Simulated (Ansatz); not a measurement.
K2SrNiN6O12: Field gradients at the nuclei

The cell is a COD entry, its atoms then relaxed with PBE in this cell.

Space group Fm-3 (No. 202); a = 10.5063 Å.

```
site  Wyckoff  site symmetry       x       y       z
   K       8c            23.  0.2500  0.7500  0.2500
  Sr       4b           m-3.  0.5000  0.5000  0.5000
  Ni       4a           m-3.  0.0000  0.0000  0.0000
   N      24e          mm2..  0.5000  0.8027  0.5000
   O      48h            m..  0.5000  0.7403  0.6020
```

One atom of each set is listed; the run and its k-mesh use a cell of 22 atoms with edges of 7.43, 7.43, 7.43 Å.

Computed with Ansatz: DFT, PBE, plane waves and PAW, scalar-relativistic, collinear spin, 420 eV cutoff, Γ-centred 4×4×4 k-points, Fermi–Dirac smearing 0.02 eV. Start moments as typed (μB): 2 on each Ni, none on the rest.

C_Q = eQV_zz/h, which is 24.18 MHz for Q = 1 b and V_zz = 10²¹ V/m²; η = (V_xx − V_yy)/V_zz. ν_Q = 3|C_Q|/[2I(2I − 1)].

K-41: I = 3/2, Q = 73.40 mb; Sr-87: I = 9/2, Q = 305.0 mb; ⁶¹Ni: I = 3/2, Q = 162.0 mb; ¹⁴N: I = 1, Q = 20.44 mb; ¹⁷O: I = 5/2, Q = -25.58 mb. Quadrupole moments are those of Pyykkö's year-2017 table.

```
site  atoms                                                        first shell  C_Q (MHz)     η  ν_Q (MHz)
   K      2                                                     12 O at 3.05 Å          0     –          0
  Sr      1                                                     12 O at 2.74 Å          0     –          0
  Ni      1                                                      6 N at 2.07 Å          0     –          0
   N      6                 2 O at 1.26 Å, 1 Ni at 2.07 Å; also 1 Sr at 3.18 Å      -4.43  0.20       6.64
   O     12  1 N at 1.26 Å; also 1 Sr at 2.74 Å, 1 Ni at 2.93 Å, 2 K at 3.05 Å       11.9  0.62       1.78
```

K, Sr and Ni sit on a cubic site, where every gradient vanishes.

All moments are parallel here, as the start or the cell imposes; many such compounds order antiparallel, where fields and spin densities carried over to other atoms largely cancel. The magnetic order is the one that the run reached from its start moments, not necessarily the measured one.
